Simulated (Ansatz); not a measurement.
CsPbCl₃:
Space group Amm2 (No. 38); a = 5.686 Å, b = 11.002 Å, c = 11.016 Å, α = β = γ = 90.00°

```csv
atom,site,symmetry,x,y,z
Cs,2b,mm2,0.5000,0.5000,0.9861
Cs,2b,mm2,0.5000,0.5000,0.5165
Pb,4d,m..,0.0000,0.2529,0.2427
Cl,4d,m..,0.0000,0.3125,0.4934
Cl,4e,m..,0.5000,0.2458,0.2433
Cl,2a,mm2,0.0000,0.0000,0.2961
Cl,2a,mm2,0.0000,0.0000,0.6704
```
(The calculation used a cell of 10 atoms; values per cell refer to that cell.)

Relaxed with PBEsol.

Which orbitals make up the states near the band edges in PBEsol in the plane-wave PAW code Ansatz?

Top 1 eV of the valence band: Cl 3p 68 %, Pb 6s 25 %. Bottom 1 eV of the conduction band: Pb 6p 78 %, Cl 3p 9 %, Cl 3s 7 %, outside the projected shells 5 %. Projections are on Löwdin-orthogonalised atomic valence shells; empty p or d shells of many metals are not among them.

Tabulate the density of states.

States/eV per cell of 10 atoms, in 0.25 eV bins, energy from the valence-band maximum.

```csv
E (eV),total,Cl 3p,Cs 5p,Pb 6p
-7.85,4.28,0.99,0.21,0.04
-7.60,20.47,1.11,16.74,0.11
-7.35,32.86,0.99,29.60,0.09
-7.10,1.32,0.18,0.15,0.02
-6.85,0.50,0.05,0.01,0.01
-6.60,0.05,0.00,0.00,0.00
-6.35,0.00,0.00,0.00,0.00
-6.10,0.00,0.00,0.00,0.00
-5.85,0.00,0.00,0.00,0.00
-5.60,0.00,0.00,0.00,0.00
-5.35,0.00,0.00,0.00,0.00
-5.10,0.00,0.00,0.00,0.00
-4.85,0.00,0.00,0.00,0.00
-4.60,0.00,0.00,0.00,0.00
-4.35,0.00,0.00,0.00,0.00
-4.10,7.66,5.63,0.06,1.89
-3.85,8.03,6.01,0.04,1.82
-3.60,5.88,4.49,0.04,1.14
-3.35,3.93,3.08,0.02,0.63
-3.10,9.73,8.07,0.05,0.91
-2.85,11.80,10.39,0.13,0.57
-2.60,18.30,17.40,0.26,0.29
-2.35,26.58,25.83,0.16,0.18
-2.10,33.12,32.32,0.27,0.18
-1.85,5.07,4.86,0.02,0.02
-1.60,3.62,2.98,0.01,0.09
-1.35,4.03,3.06,0.00,0.15
-1.10,2.93,2.10,0.00,0.14
-0.85,2.14,1.48,0.00,0.10
-0.60,0.83,0.55,0.00,0.05
-0.35,0.33,0.21,0.00,0.02
-0.10,0.04,0.03,0.00,0.00
0.15,0.00,0.00,0.00,0.00
0.40,0.00,0.00,0.00,0.00
0.65,0.00,0.00,0.00,0.00
0.90,0.00,0.00,0.00,0.00
1.15,0.00,0.00,0.00,0.00
1.40,0.00,0.00,0.00,0.00
1.65,0.00,0.00,0.00,0.00
1.90,0.00,0.00,0.00,0.00
2.15,0.10,0.00,0.00,0.09
2.40,0.93,0.04,0.00,0.76
2.65,3.18,0.23,0.01,2.54
2.90,5.07,0.48,0.01,3.90
3.15,4.61,0.54,0.01,3.42
3.40,4.01,0.56,0.01,2.88
3.65,3.66,0.57,0.01,2.53
3.90,2.79,0.45,0.01,1.75
4.15,3.60,0.56,0.01,1.90
4.40,4.15,0.74,0.01,2.42
4.65,4.90,0.83,0.01,2.72
4.90,7.30,1.04,0.01,3.23
5.15,8.40,1.01,0.01,2.94
5.40,9.49,0.71,0.01,1.72
5.65,6.55,0.23,0.00,0.39
5.90,13.97,0.30,0.00,0.62
6.15,12.61,0.30,0.00,0.67
6.40,8.66,0.17,0.00,0.32
6.65,11.33,0.17,0.00,0.17
6.90,12.42,0.18,0.00,0.13
```

The first step of the workflow began from a Materials Project structure, measured or hypothetical; the Crystallography Open Database copy checked does not list it. COD files the formula under space group No. 221. Whether it is the stable phase at ambient conditions was not checked. Symmetry was held in the PBEsol relaxation; whether a distortion lowers the energy is not shown. Spin–orbit coupling is left out wherever it is not named.

Potentials: the later of the program's two PAW sets.
